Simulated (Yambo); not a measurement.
Yambo run on NaBH4 (space group P-42_1c, No. 114). The wavefunctions come from this Quantum ESPRESSO step (PBEsol, PseudoDojo standard norm-conserving files, scalar-relativistic):

```
&CONTROL
  calculation = 'nscf'
  pseudo_dir = './pseudo'
  outdir = './out'
/
&SYSTEM
  ibrav = 0
  nat = 12
  ntyp = 3
  ecutwfc = 88.0
  ecutrho = 352.0
  occupations = 'fixed'
  force_symmorphic = .true.
  nbnd = 193
/
&ELECTRONS
  conv_thr = 1.2000000000000002e-08
  diago_full_acc = .true.
  diago_thr_init = 1e-08
/
ATOMIC_SPECIES
H 1.0080 H.upf
B 10.8100 B.upf
Na 22.9898 Na.upf
CELL_PARAMETERS angstrom
  4.276320000000   0.000000000000   0.000000000000
  0.000000000000   4.276320000000   0.000000000000
  0.000000000000   0.000000000000   5.798830000000
ATOMIC_POSITIONS crystal
H   0.991420000000   0.233210000000   0.379280000000
H   0.233210000000   0.008580000000   0.620720000000
H   0.008580000000   0.766790000000   0.379280000000
H   0.766790000000   0.991420000000   0.620720000000
H   0.491420000000   0.266790000000   0.120720000000
H   0.733210000000   0.491420000000   0.879280000000
H   0.508580000000   0.733210000000   0.120720000000
H   0.266790000000   0.508580000000   0.879280000000
B   0.500000000000   0.500000000000   0.000000000000
B   0.000000000000   0.000000000000   0.500000000000
Na   0.500000000000   0.500000000000   0.500000000000
Na   0.000000000000   0.000000000000   0.000000000000
K_POINTS automatic
4 4 2 0 0 0
```

Yambo input:

```
rim_cut
gw0
dyson
el_el_corr
HF_and_locXC
ppa
em1d
RandQpts= 1000000
RandGvec= 1 Ry
EXXRLvcs= 88 Ry
VXCRLvcs= 352 Ry
Chimod= "HARTREE"
% BndsRnXp
 3 | 191 |
%
NGsBlkXp= 8 Ry
% LongDrXp
 1.0 | 1.0 | 1.0 |
%
PPAPntXp= 27.2114 eV
% GbndRnge
 1 | 191 |
%
GTermKind= "BG"
DysSolver= "n"
ExtendOut
% QPkrange
 1 | 1 | 16 | 17 |
 6 | 6 | 16 | 17 |
 11 | 11 | 16 | 17 |
 12 | 12 | 16 | 17 |
%
```

k points by index: 1 = Γ, 6 = R, 11 = M, 12 = A.

Resulting energies as the program prints them:

```
#    K-point    Band    Eo [eV]    E [eV]    E-Eo [eV]    Vxc [eV]    Vnlxc [eV]    Sc|Eo [eV]    Sc|E [eV]    dSc/dw|Eo [eV]    Re(Z)    Im(Z)
#
    1    16    0.000000    -1.882014    -1.882014    -12.75857    -16.81260    1.746675    2.172014    -6.149433    0.815667    -0.001305
    1    17    6.238255    7.307184    1.068929    -8.042248    -3.733177    -3.062274    -3.240142    -4.527501    0.857350    -0.001051
    6    16    -0.474590    -2.428121    -1.953532    -12.40856    -16.65048    1.842724    2.288381    -6.207281    0.814255    -0.001351
    6    17    6.649333    7.734127    1.084794    -8.511358    -4.086975    -3.153300    -3.339589    -4.672471    0.853452    -0.001079
    11    16    -0.799191    -2.783508    -1.984317    -12.23267    -16.54079    1.870545    2.323796    -6.215114    0.814064    -0.001382
    11    17    6.252785    7.275323    1.022537    -7.753420    -3.515307    -3.047888    -3.215577    -4.462016    0.859123    -0.001046
    12    16    -0.983290    -2.965311    -1.982021    -11.90971    -16.19531    1.852096    2.303577    -6.198003    0.814481    -0.001412
    12    17    8.077224    9.267141    1.189917    -8.830935    -4.156214    -3.287737    -3.484804    -4.506107    0.857928    -0.001149
```
(The two width columns are left out.) Convergence of these settings isn't established.

Geometry of the Materials Project entry, not relaxed at this level.

The structure is a Materials Project entry; no match was found in the copy of COD used, and its stability was not checked.
